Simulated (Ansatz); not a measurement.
An Ansatz (a first-principles code) run. Input:

Ansatz 0.2 input:
```yaml
crystal:
  lattice:
    - [0.0, 2.5651805658, 2.5651805658]
    - [2.5651805658, 0.0, 2.5651805658]
    - [2.5651805658, 2.5651805658, 0.0]
  atoms:
    - { symbol: Pd, position: [0.0, 0.0, 0.0] }
    - { symbol: Al, position: [0.5, 0.5, 0.5] }
kpoints:
  mp_grid: { grid: [10, 10, 10] }
  band_path:
    path:
      - [[0.0, 0.0, 0.0], [0.5, 0.0, 0.5], [0.625, 0.25, 0.625]]  # Γ-X-U
      - [[0.375, 0.375, 0.75], [0.0, 0.0, 0.0], [0.5, 0.5, 0.5], [0.5, 0.25, 0.75], [0.5, 0.0, 0.5]]  # K-Γ-L-W-X
    npoints: 12
basis: { xc_grid: 2 }
hamiltonian:
  xc: pbe
  pseudopotentials: { kind: paw }
magnetization: { noncollinear: true, spin_orbit: true }
scf:
  n_extra_bands: 13
  convergence: { dr2_threshold: 0.0000000001 }
  occupations: { method: gaussian, width: 0.05 }
output: { eigenvalues: true }
```

Output (shortened):

```
Pseudopotential: Pd, paw_fr, valence charge 18
Pseudopotential: Al, paw_fr, valence charge 3
Functional definition: PBE
non-collinear run that drives no moment, with spin-orbit …
Crystal: 2 atoms, lattice volume = 33.759 Å³
Basis set: ecut = 420 eV, 645 PW (Γ), exchange–correlation on 50×50×50 points (8 copies of the dense FFT grid, shifted against one another)
Bands: 34, of which v1, the nominal top of the filled ones, is band 21 counted from 1 (20 counted from 0)
Symmetry: 48 space group operations + 48 with time reversal
k-points: 47 of 1000
Projection manifold: j_resolved (fully-relativistic pseudo-atomic orbitals)
SCF iter   1: F=—  HF=-7515.834316 eV  |F-HF|=—  |Δ(HF+E_count)|=         —  Δρ=1.73e-1  dr2=1.35e1  dr2_m=0.00e0 (ungated)  ethr=3.10e-3  |M|=0.00e0 ∫|m|=0.00e0 μB  |m|>n=0.0e0 m-floor=0.0e0 τ_xc=0.0e0  β_m=0.30  ⟨swp⟩=7.0  Hψ=4973  notcnv=0  defer=44
preconditioner: auto → Kerker (q_TF=auto, 2.521 Å⁻¹)
spin=Noncollinear: Kerker preconditioning applied to the charge; magnetization (m_x, m_y, m_z) channels mix plain (no charge-response kernel on spin).
SCF iter   2: F=—  HF=-7513.593690 eV  |F-HF|=—  |Δ(HF+E_count)|=    2.24e0  Δρ=6.05e-2  dr2=1.60e0  dr2_m=0.00e0 (ungated)  ethr=3.10e-3  |M|=0.00e0 ∫|m|=0.00e0 μB  |m|>n=0.0e0 m-floor=0.0e0 τ_xc=0.0e0  β_m=0.37  ⟨swp⟩=2.9  Hψ=1629  notcnv=0  defer=344
preconditioner: auto → none
SCF iter   3: F=—  HF=-7513.270947 eV  |F-HF|=—  |Δ(HF+E_count)|=   3.23e-1  Δρ=2.13e-2  dr2=7.55e-2  dr2_m=0.00e0 (ungated)  ethr=3.10e-3  |M|=0.00e0 ∫|m|=0.00e0 μB  |m|>n=0.0e0 m-floor=0.0e0 τ_xc=0.0e0  β_m=0.64  ⟨swp⟩=2.1  Hψ=1278  notcnv=0  defer=334
SCF iter   4: F=—  HF=-7513.264568 eV  |F-HF|=—  |Δ(HF+E_count)|=   6.38e-3  Δρ=5.24e-3  dr2=1.50e-2  dr2_m=0.00e0 (ungated)  ethr=3.60e-4  |M|=0.00e0 ∫|m|=0.00e0 μB  |m|>n=0.0e0 m-floor=0.0e0 τ_xc=0.0e0  β_m=0.56  ⟨swp⟩=2.0  Hψ=1385  notcnv=0  defer=334
SCF iter   5: F=—  HF=-7513.261437 eV  |F-HF|=—  |Δ(HF+E_count)|=   3.13e-3  Δρ=1.60e-3  dr2=1.33e-3  dr2_m=0.00e0 (ungated)  ethr=7.13e-5  |M|=0.00e0 ∫|m|=0.00e0 μB  |m|>n=0.0e0 m-floor=0.0e0 τ_xc=0.0e0  β_m=0.78  ⟨swp⟩=1.6  Hψ=828  notcnv=0  defer=334
SCF iter   6: F=—  HF=-7513.261198 eV  |F-HF|=—  |Δ(HF+E_count)|=   2.39e-4  Δρ=1.55e-4  dr2=8.86e-6  dr2_m=0.00e0 (ungated)  ethr=6.31e-6  |M|=0.00e0 ∫|m|=0.00e0 μB  |m|>n=0.0e0 m-floor=0.0e0 τ_xc=0.0e0  β_m=0.89  ⟨swp⟩=2.1  Hψ=894  notcnv=0  defer=334
SCF iter   7: F=—  HF=-7513.261202 eV  |F-HF|=—  |Δ(HF+E_count)|=   3.55e-6  Δρ=1.00e-5  dr2=4.40e-8  dr2_m=0.00e0 (ungated)  ethr=4.22e-8  |M|=0.00e0 ∫|m|=0.00e0 μB  |m|>n=0.0e0 m-floor=0.0e0 τ_xc=0.0e0  β_m=0.87  ⟨swp⟩=2.0  Hψ=915  notcnv=0  defer=334
SCF iter   8: F=—  HF=-7513.261201 eV  |F-HF|=—  |Δ(HF+E_count)|=   7.05e-7  Δρ=6.11e-7  dr2=1.30e-10  dr2_m=0.00e0 (ungated)  ethr=2.10e-10  |M|=0.00e0 ∫|m|=0.00e0 μB  |m|>n=0.0e0 m-floor=0.0e0 τ_xc=0.0e0  β_m=0.93  ⟨swp⟩=2.2  Hψ=955  notcnv=0  defer=334
SCF iter   9: F=-7513.261201 eV  HF=-7513.261201 eV  |F-HF|=9.09e-13  |Δ(HF+E_count)|=  6.37e-12  Δρ=7.15e-8  dr2=1.17e-12  dr2_m=0.00e0 (ungated)  ethr=1.00e-12  |M|=0.00e0 ∫|m|=0.00e0 μB  |m|>n=0.0e0 m-floor=0.0e0 τ_xc=0.0e0  ⟨swp⟩=7.8  Hψ=3133  notcnv=0
SCF 1 converged in 9 iterations: F = -7513.261201 eV  dr2 = 1.17e-12
NSCF: frozen V_eff on 74 k-points
SCF converged after 9 iterations
Magnetization: |M| = 0.0000 μB,  M = (+0.0000, +0.0000, +0.0000) μB
Absolute magnetization: 0.0000 μB (∫|m|)
  site 0: m = (+0.0000, +0.0000, +0.0000) μB, |m| = 0.0000 μB  (R = 1.06 Å)
  site 1: m = (+0.0000, +0.0000, +0.0000) μB, |m| = 0.0000 μB  (R = 1.06 Å)
Free energy (F): -7513.261201 eV
Harris-Foulkes:  -7513.261201 eV  (|F-HF|=9.09e-13)
Internal energy: -7513.260530 eV  (E = F + TS)
E sigma→0 (E₀):  -7513.260865 eV
Entropy (-TS):   -0.000671 eV (-0.336 meV/atom)
Fermi energy:    12.611959 eV
--- Per-component energies (eV) ---
  E_band       = -260.242584
  E_kinetic    = 538.734214
  E_local      = -2633.412206  (includes V_loc(G=0)·N_el)
  E_nonlocal   = 225.527778
  E_hartree    = 1092.186272
  E_xc         = -208.889532
  E_vxc        = -241.179653  (∫ρ·V_xc dr)
  E_paw        = -4219.626251  (= ΣΔE_a)
  E_vpaw       = -334.285520  (= ΣTr[D̂ρ^β])
  E_aug_tail   = 0.000227  (compensation charges beyond the density's cutoff)
  E_ewald      = -2307.781031
  E_smearing   = -0.000671  (= −TS)
  E_closure    = 0.000000  (closes the sum)
  Σ components = -7513.261201   (vs F -7513.261201, Δ=0.00e0)
  [band-id]    e_kinetic+e_local+e_nonlocal+2·e_hartree+e_vxc+e_vpaw+e_augmentation_tail = -260.242616   (vs E_band -260.242584, Δ=-3.17e-5)
--- Band table (eV; the first three rows and the last of 47) ---
  k-point 0: bands = ["-72.3582", "-72.3582", "-41.2025", "-41.2025", "-36.7357", "-36.7357", "-36.7357", "-36.7357", "3.3400", "3.3400", "8.6586", "8.6586", "8.6586", "8.6586", "9.0637", "9.0637", "9.0924", "9.0924", "9.0924", "9.0924", "17.8779", "17.8779", …
  k-point 1: bands = ["-72.3581", "-72.3581", "-41.2030", "-41.2030", "-36.7370", "-36.7370", "-36.7360", "-36.7360", "3.5227", "3.5227", "8.6368", "8.6368", "8.6498", "8.6498", "9.0236", "9.0236", "9.0863", "9.0863", "9.1248", "9.1248", "17.1729", "17.1729", …
  k-point 2: bands = ["-72.3579", "-72.3579", "-41.2044", "-41.2044", "-36.7405", "-36.7405", "-36.7369", "-36.7369", "4.0598", "4.0598", "8.5308", "8.5308", "8.5544", "8.5544", "8.8477", "8.8477", "9.2212", "9.2212", "9.2745", "9.2745", "15.3729", "15.3729", …
  k-point 46: bands = ["-72.3572", "-72.3572", "-41.2095", "-41.2095", "-36.7486", "-36.7486", "-36.7449", "-36.7449", "6.5737", "6.5737", "8.2191", "8.2191", "8.5485", "8.5485", "8.7883", "8.7883", "10.0453", "10.0453", "11.7315", "11.7315", "12.1073", …
```

Cost: roughly 17 core-seconds on shared cores.

Space group Fm-3m (rock salt). The start of the workflow was typed in or built on a structure type; neither database checked (COD, Materials Project) lists it. Whether it is the stable phase at ambient conditions was not checked. Symmetry was held in the PBE relaxation; its stability against distortions is not shown here. No spin polarisation was allowed.

Potentials: the later of the program's two PAW sets.

Ansatz is a plane-wave DFT program.
